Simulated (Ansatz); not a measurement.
A geometry of Pd away from equilibrium: step 2 of the relaxation of a relaxed Pd cell, doubled along one cell vector, shaken by Gaussian noise of σ = 0.08 Å a coordinate. Method: PBEsol (plane waves to 420 eV, PAW, scalar-relativistic; Ansatz, a first-principles code). Γ-centred k-mesh 14×14×6 on the run's cell (coarser than for final values), Fermi–Dirac smearing 0.05 eV.

```xyz
2
Lattice="2.6501 0.0000 -0.0003 -1.3251 2.2951 0.0014 -0.0006 0.0029 5.0961" Properties=species:S:1:pos:R:3:forces:R:3 pbc="T T T" free_energy=-13812.805 pressure_GPa=2.7
Pd     0.0021     0.0681     1.2188   -0.0054    0.0276    0.4388
Pd     0.0074     0.0410     3.8037    0.0054   -0.0276   -0.4388
```

Positions in Å, forces in eV/Å, free energy of the cell in eV (comparable only within this code, potentials and settings). Largest force: 0.44 eV/Å, on Pd1, Pd2 (atoms numbered as listed); the geometry lies 0.27 eV/atom above the end of its relaxation.

No spin polarisation in the result. A magnetic state may lie lower.

The run could not lose the symmetry of its start, so the end can be a saddle point.

The end of the path is a generated cell of Pd: the first start was made by a random draw of sites in a space group, and the end was not matched to a known phase here, so it may be hypothetical. Known forms of Pd include space group No. 225.
